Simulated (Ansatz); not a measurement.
A generator proposed this cell of AlV2N3.

```
CELL_PARAMETERS angstrom
3.27050 0.00000 0.00000
-1.63525 2.83234 0.00000
0.00000 0.00000 8.01105
ATOMIC_POSITIONS crystal
Al 0.00000 0.00000 0.50000
V 0.66667 0.33333 0.83333
V 0.33333 0.66667 0.16667
N 0.33333 0.66667 0.66667
N 0.66667 0.33333 0.33333
N 0.00000 0.00000 0.00000
```

The calculation used DFT PBE, scalar-relativistic, plane waves, PAW (Ansatz). Plane waves to 420 eV, a k mesh through Γ of 6×6×2 on the computed 6-atom cell and Gaussian smearing (0.10 eV); collinear spin from starting moments 0.0 2.0 -2.0 0.0 0.0 0.0 μB.

The zero of energy is the elements' standard structures at the same level (N₂ as a molecule); no fitted shifts are applied.

Task: How far from equilibrium is it?

Result: The pressure is -42.6 GPa (the mean over three directions, positive in compression), the largest force is 0.96 eV/Å, and the energy is −0.31 eV/atom against the elements. The shortest distance is 2.31 Å.

Task: How much does it gain on relaxing, and where does it end?

Result: Relaxing gains about 0.71 eV/atom (the start's value is from the coarse mesh, so the gain is rough) in 16 ionic steps and ends at −1.02 eV/atom on the finer mesh. The symmetry stays P-3m1 (No. 164). The volume per atom shrinks by 29.5 %, from 12.4 to 8.7 Å³. The shortest distance goes from 2.31 Å (Al–N and V–N) to 1.99 Å (V–N). Conventional cell: a = 2.926 Å, c = 7.055 Å. Around Al lie 6 N at 2.04 Å, 6 Al at 2.93 Å and 6 V at 3.00 Å; V is surrounded by 3 N at 1.99 Å, 3 N at 2.16 Å, 3 V at 2.69 Å, 6 V at 2.93 Å and 3 Al at 3.00 Å; N on a site of symmetry 3m is surrounded by 3 Al at 2.04 Å and 3 V at 2.16 Å; 1 more site not described.

The last run used a 12×12×6 mesh (in the run's order of axes) for its 6-atom cell and Gaussian smearing of 0.10 eV. Trial moments died out on the coarse mesh, so the last step has no spin; another magnetic start might hold. The relaxation can't lower the symmetry of the start. A structure relaxed within its symmetry needn't be a true minimum.
